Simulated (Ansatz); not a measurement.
Piezoelectric tensor of SiC

The calculation used Ansatz 0.2.0, DFT PBE, scalar-relativistic, plane waves, PAW. Plane waves to 420 eV; Γ-centred k mesh 8×8×8; fixed occupations. No spin polarisation.

The cell is fixed (symmetry leaves no force on the atoms) and stands under 0.2 GPa:
```
CELL_PARAMETERS angstrom
0.00000 2.18930 2.18930
2.18930 0.00000 2.18930
2.18930 2.18930 0.00000
ATOMIC_POSITIONS crystal
Si 0.00000 0.00000 0.00000
C 0.25000 0.25000 0.25000
```

The cell is the ideal cubic zincblende prototype.

Task: Give the relaxed-ion proper piezoelectric stress tensor e_iJ (C/m², Voigt columns xx yy zz yz xz xy).

Result:
```
x    0.000  0.000  0.000 -0.081  0.000  0.000
y    0.000  0.000  0.000  0.000 -0.081  0.000
z    0.000  0.000  0.000  0.000  0.000 -0.081
```
Signs follow the orientation of the cell as given.

Task: With the elastic constants (GPa, Voigt order)
C11 = 383.5, C12 = 127.8, C13 = 127.8, C22 = 383.5, C23 = 127.8, C33 = 383.5, C44 = 239.4, C55 = 239.4, C66 = 239.4 GPa; the others vanish.
find the strain coefficients d = e·C⁻¹ (pC/N).

Result:
```
x    0.00  0.00  0.00 -0.34  0.00  0.00
y    0.00  0.00  0.00  0.00 -0.34  0.00
z    0.00  0.00  0.00  0.00  0.00 -0.34
```

Cost: 1 run of about 0.21 core-minutes, on Intel Xeon 6975P-C (Granite Rapids) (shared hosts).